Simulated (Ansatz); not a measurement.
TiIn2:
```xyz
6
Lattice="0.0000 4.5880 4.9263 2.8036 0.0000 4.9263 2.8036 4.5880 0.0000" Properties=species:S:1:pos:R:3 pbc="T T T"
In     1.4018     0.6736     2.4632
In     1.4018     3.9144     2.4632
In     2.8036     1.6204     4.9263
In     2.8036     7.5556     4.9263
Ti     4.2054     6.8820     7.3895
Ti     2.8036     4.5880     4.9263
```

Relaxed with r²SCAN.

Question: Which orbitals make up the states near the Fermi level in plane-wave PAW r²SCAN (Ansatz code)?

Answer: Within 0.5 eV of the Fermi level: Ti 3d 69 %, In 5p 25 %. Projections are on Löwdin-orthogonalised atomic valence shells; empty p or d shells of many metals are not among them.

Question: Tabulate the density of states.

Answer: States/eV per cell of 6 atoms, in 0.25 eV bins, energy from the Fermi level.

| E (eV) | total | Ti 3d | In 5p | In 5s |
|---|---|---|---|---|
| -7.85 | 1.35 | 0.02 | 0.51 | 0.69 |
| -7.60 | 1.16 | 0.03 | 0.46 | 0.59 |
| -7.35 | 0.77 | 0.02 | 0.31 | 0.38 |
| -7.10 | 1.01 | 0.04 | 0.43 | 0.46 |
| -6.85 | 1.55 | 0.06 | 0.67 | 0.68 |
| -6.60 | 1.29 | 0.06 | 0.55 | 0.59 |
| -6.35 | 1.13 | 0.06 | 0.47 | 0.53 |
| -6.10 | 1.67 | 0.10 | 0.71 | 0.73 |
| -5.85 | 1.69 | 0.12 | 0.71 | 0.74 |
| -5.60 | 1.64 | 0.15 | 0.68 | 0.71 |
| -5.35 | 1.60 | 0.17 | 0.65 | 0.69 |
| -5.10 | 1.41 | 0.16 | 0.58 | 0.59 |
| -4.85 | 1.27 | 0.14 | 0.54 | 0.51 |
| -4.60 | 1.28 | 0.15 | 0.55 | 0.50 |
| -4.35 | 1.35 | 0.15 | 0.59 | 0.51 |
| -4.10 | 1.83 | 0.22 | 0.77 | 0.71 |
| -3.85 | 2.23 | 0.30 | 0.87 | 0.90 |
| -3.60 | 1.44 | 0.21 | 0.60 | 0.52 |
| -3.35 | 1.50 | 0.23 | 0.71 | 0.43 |
| -3.10 | 1.70 | 0.25 | 0.98 | 0.33 |
| -2.85 | 1.96 | 0.29 | 1.25 | 0.27 |
| -2.60 | 2.33 | 0.41 | 1.46 | 0.30 |
| -2.35 | 2.65 | 0.54 | 1.55 | 0.38 |
| -2.10 | 2.50 | 0.56 | 1.43 | 0.35 |
| -1.85 | 2.72 | 0.71 | 1.49 | 0.37 |
| -1.60 | 2.80 | 0.87 | 1.44 | 0.34 |
| -1.35 | 3.13 | 1.13 | 1.46 | 0.38 |
| -1.10 | 3.60 | 1.43 | 1.62 | 0.38 |
| -0.85 | 3.95 | 1.75 | 1.71 | 0.33 |
| -0.60 | 6.00 | 3.16 | 2.32 | 0.32 |
| -0.35 | 7.85 | 5.00 | 2.35 | 0.26 |
| -0.10 | 7.16 | 4.71 | 2.05 | 0.20 |
| 0.15 | 6.71 | 4.95 | 1.44 | 0.15 |
| 0.40 | 5.81 | 4.58 | 0.99 | 0.11 |
| 0.65 | 3.73 | 3.15 | 0.43 | 0.08 |
| 0.90 | 2.92 | 2.56 | 0.26 | 0.05 |
| 1.15 | 8.98 | 8.22 | 0.53 | 0.08 |
| 1.40 | 3.19 | 2.99 | 0.12 | 0.03 |
| 1.65 | 0.00 | 0.00 | 0.00 | 0.00 |
| 1.90 | 4.73 | 3.86 | 0.60 | 0.16 |
| 2.15 | 9.55 | 7.33 | 1.27 | 0.72 |
| 2.40 | 5.04 | 3.21 | 0.90 | 0.77 |
| 2.65 | 4.57 | 2.44 | 1.05 | 0.86 |
| 2.90 | 4.75 | 2.19 | 1.37 | 0.89 |
| 3.15 | 3.61 | 1.42 | 1.11 | 0.76 |

Space group Fddd. The start of the workflow was typed in or built on a structure type; neither database checked (COD, Materials Project) lists it. Whether it is the stable phase at ambient conditions was not checked. Symmetry was held in the r²SCAN relaxation; whether a distortion lowers the energy is not shown. No spin polarisation was allowed. Spin–orbit coupling is left out wherever it is not named.

Potentials: the earlier of the program's two PAW sets. The files were generated under PBE; for other functionals the program regenerates the frozen cores, and for LDA and PBEsol the local potential too.
